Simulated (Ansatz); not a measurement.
A free-standing Janus 2H monolayer of OsBrI was relaxed with 5 functionals in Ansatz 0.2.0, cell and atoms free, the symmetry of the start kept (meshes: PBE 12×12×1, r2SCAN 12×12×1, PBEsol 12×12×1, LDA 12×12×1, HSE06 6×6×1). These are computed values for a spin-unpolarised cell that may be hypothetical; none is a measurement.

The HSE06 result:
```yaml
crystal:
  lattice:
    - [3.73968, 0.00000, 0.00000]
    - [-1.86984, 3.23866, 0.00000]
    - [0.00000, 0.00000, 30.91191]
  atoms:
    - { symbol: Os, position: [0.33333, 0.66667, 0.28506] }
    - { symbol: Br, position: [0.66667, 0.33333, 0.34612] }
    - { symbol: I, position: [0.66667, 0.33333, 0.24227] }
```
Periodic in the plane only; c spans the vacuum.

In-plane lattice: a = 3.740 Å, b = 3.740 Å, γ = 120.0°; thickness between the outer nuclei 3.21 Å. Os is surrounded by 3 I at 2.53 Å and 3 Br at 2.87 Å; Br is surrounded by 3 Os at 2.87 Å; I is surrounded by 3 Os at 2.53 Å.

Problem. How does the cell change with PBE?

Solution. a = 3.777 Å; the area differs by +2.0 % from HSE06's. Os is surrounded by 3 I at 2.55 Å and 3 Br at 2.92 Å; Br is surrounded by 3 Os at 2.92 Å; I is surrounded by 3 Os at 2.55 Å.

Problem. How does the cell change with LDA?

Solution. a = 3.688 Å; the area differs by -2.8 % from HSE06's. Os is surrounded by 3 I at 2.50 Å and 3 Br at 2.84 Å; Br is surrounded by 3 Os at 2.84 Å; I is surrounded by 3 Os at 2.50 Å.

Problem. Held at the r2SCAN cell, what mean stress do LDA and PBE find, and does its sign point to their own minimum?

Solution. Yes. LDA -2.76 N/m, and its relaxed area is -3.5 % from r2SCAN's; PBE +0.90 N/m, and its relaxed area is +1.3 % from r2SCAN's. Compression counts positive, so a positive stress asks for a larger cell.
